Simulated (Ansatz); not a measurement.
SrTl (CsCl type)

```
CELL_PARAMETERS angstrom
      4.06285     0.00000     0.00000
      0.00000     4.06285     0.00000
      0.00000     0.00000     4.06285
ATOMIC_POSITIONS crystal
  Sr 0.00000 0.00000 0.00000
  Tl 0.50000 0.50000 0.50000
```

The slice is a {100} plane (indices of the conventional cell) through the point (0.000, 0.000, 0.000) (fractional), spanned by u = [100] and v = [010] in vectors of this cell: u (4.06 Å) and v (4.06 Å, at 90° to u). It covers one period; positions are fractions (u, v).

The numbers are results of r2SCAN (plane waves to 500 eV, PAW, scalar-relativistic; Ansatz, a quantum-chemistry and plane-wave program), not measurements. k mesh 12×12×12. Near the nuclei the fields are pseudised (PAW); where an atom keeps semicore shells as valence, they peak there. Spin-orbit coupling is left out, though Tl is heavy. SrTl was relaxed with its symmetry unable to fall.

Predict the map of the electron localisation function (ELF) on the slice.


```
v \ u  0.00  0.12  0.25  0.38  0.50  0.62  0.75  0.88
-----  ----  ----  ----  ----  ----  ----  ----  ----
0.88   0.77  0.87  0.47  0.04  0.12  0.04  0.47  0.87
0.75   0.71  0.47  0.06  0.15  0.30  0.15  0.06  0.47
0.62   0.03  0.04  0.15  0.34  0.37  0.34  0.15  0.04
0.50   0.06  0.12  0.30  0.37  0.38  0.37  0.30  0.12
0.38   0.03  0.04  0.15  0.34  0.37  0.34  0.15  0.04
0.25   0.71  0.47  0.06  0.15  0.30  0.15  0.06  0.47
0.12   0.77  0.87  0.47  0.04  0.12  0.04  0.47  0.87
0.00      x  0.77  0.71  0.03  0.06  0.03  0.71  0.77
```

Values: electron localisation function (ELF). Points within 0.5 Å of a nucleus are blanked (x), as the pseudised field means little there.
